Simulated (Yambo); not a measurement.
G0W0@PBE for GaAs (zinc blende, space group F-43m, No. 216) in Yambo. Reference settings: 4×4×4 Γ-centred k mesh, bands 9 to 217 and a 15 Ry block in the screening, 217 bands in G with the Bruneval-Gonze terminator, plasmon pole fitted at 27.2 eV. The PBE gap Γ → Γ on this mesh is 0.49 eV; G0W0 gaps are taken between the same points.

```tsv
change from the reference	G0W0 gap Γ → Γ (eV)	shift of the valence edge (eV)
reference settings	1.13	-0.58
168 bands in W, 168 bands in G, 6 Ry block	1.15	-0.41
80 bands in W, 80 bands in G, 3 Ry block	1.15	-0.19
pole fitted at 15 eV	1.12	-0.46
137 bands in G	1.13	-0.59
51 bands in W, 51 bands in G, 9 Ry block	…	-0.19
wavefunctions cut at 30 Ry	1.14	-0.43
168 bands in W, 168 bands in G, 3 Ry block	1.13	-0.26
```

**Question.** Estimate the withheld gaps from the other rows; the computed values follow.

**Answer.** 
- 51 bands in W, 51 bands in G, 9 Ry block, G0W0 gap Γ → Γ (eV): 1.20

The reference isn't shown to be the converged limit.

Spin-orbit coupling is not included.

Geometry relaxed with PBEsol; primitive cell a = 4.0025 Å, b = 4.0025 Å, c = 4.0025 Å, α = 60.00°, β = 60.00°, γ = 60.00°.

A shift is the quasiparticle energy of the state minus its PBE energy.

The potentials are those of PseudoDojo's stringent table.
